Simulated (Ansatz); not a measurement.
NaWO3:
Space group Pm-3m (No. 221); a = b = c = 3.876 Å, α = β = γ = 90.00°

```json
[
 {"atom": "Na", "site": "1a", "symmetry": "m-3m", "x": "0.0000", "y": "0.0000", "z": "0.0000"},
 {"atom": "W", "site": "1b", "symmetry": "m-3m", "x": "0.5000", "y": "0.5000", "z": "0.5000"},
 {"atom": "O", "site": "3c", "symmetry": "4/mm.m", "x": "0.0000", "y": "0.5000", "z": "0.5000"}
]
```

This is the r²SCAN-relaxed structure.

**Question.** All from the program Ansatz at the r²SCAN level (PAW), unless another level is named. Estimate the electronic character.

**Answer.** metallic (no gap).

**Question.** And the formation energy from the elements (no fitted shifts)?

**Answer.** -2.27 eV/atom.

**Question.** Predict the density of states at the Fermi level.

**Answer.** 0.19 states/eV per atom (mean over ±0.08 eV).

**Question.** What about the gap with spin–orbit coupling?

**Answer.** none (metallic).

The workflow started from an entry of the Crystallography Open Database (COD). Whether it is the stable phase at ambient conditions was not checked. The cell was relaxed with r²SCAN under the symmetry of its start; of distortions, only those at the zone centre were tested. The run is not spin-polarised. No Hubbard U is applied. With an odd number of electrons in the cell and no spin polarisation, the count alone makes it a metal. The references are the lowest solids computed at this level, not always the standard phases (solids in place of the gases). Scalar-relativistic: spin–orbit coupling is off unless named, which matters more the heavier the elements.

Potentials: the later of the program's two PAW sets.
